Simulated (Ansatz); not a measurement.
AlSn4Se8 in space group P-3m1 (No. 164; Pearson symbol hP13) under volume change, plane-wave PAW PBE+D3(BJ) (Ansatz code), shape and atoms relaxed at each volume.

| V (Å³/atom) | E − E(relaxed) (meV/atom) | P (GPa) |
|---|---|---|
| 22.468 | 31.5 | 5.13 |
| 23.209 | 12.9 | 3.03 |
| 23.950 | 2.9 | 1.33 |
| 24.690 | 0.0 | 0.00 |
| 25.431 | 2.4 | -1.02 |
| 26.172 | 9.0 | -1.84 |
| 26.913 | 18.9 | -2.44 |

What does a third-order Birch–Murnaghan fit give for V₀, B₀ and B′?

V₀ = 24.70 Å³/atom, B₀ = 39.0 GPa, B′ = 7.2.

The cell is a constructed one: a structure type filled with these elements; neither database checked (COD, Materials Project) lists it. Whether it is the stable phase at ambient conditions was not checked. The cell was relaxed with PBE+D3(BJ) under the symmetry of its start; whether a distortion lowers the energy is not shown. Spin–orbit coupling is left out wherever it is not named.

Potentials: the later of the program's two PAW sets.
